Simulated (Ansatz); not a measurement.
The cell is MgBe3S4, ordered on the zincblende lattice (P-43m) with 8 atoms a cell; cell and atoms were relaxed with r2SCAN. The symmetry is P-43m (No. 215, cubic); conventional cell a = 5.079 Å, 16.38 Å³ an atom. Be is surrounded by 4 S at 2.15 Å; S is surrounded by 3 Be at 2.15 Å and 1 Mg at 2.36 Å; Mg is surrounded by 4 S at 2.36 Å.

```
Be S Mg
1.0
     5.07916    0.00000    0.00000
     0.00000    5.07916    0.00000
     0.00000    0.00000    5.07916
Be S Mg
3 4 1
Direct
  0.50000 0.00000 0.00000
  0.00000 0.50000 0.00000
  0.00000 0.00000 0.50000
  0.76779 0.23221 0.23221
  0.23221 0.76779 0.23221
  0.23221 0.23221 0.76779
  0.76779 0.76779 0.76779
  0.50000 0.50000 0.50000
```

The questions ask for values computed with Ansatz 0.2.0 on this geometry. Note: simulated data, non-magnetic, for a generated structure that need not be the stable one.

Given (6×6×6 mesh): The r2SCAN gap is direct at Γ: 3.68 eV.

(1) What does PBE give for the gap (6×6×6 mesh)?

(2) How does the gap change from r2SCAN to HSE06 (4×4×4)?

(3) How does the gap change from r2SCAN to PBE0 (4×4×4)?

## Answers

(1) The PBE gap is direct at Γ: 3.23 eV. The gap differs by -0.45 eV from r2SCAN's.

(2) The HSE06 gap is direct at Γ: 4.20 eV. The gap differs by +0.51 eV from r2SCAN's.

(3) The PBE0 gap is direct at Γ: 4.91 eV. The gap differs by +1.22 eV from r2SCAN's.

The meshes of the hybrids are coarse, so their gaps aren't converged to the digits shown.
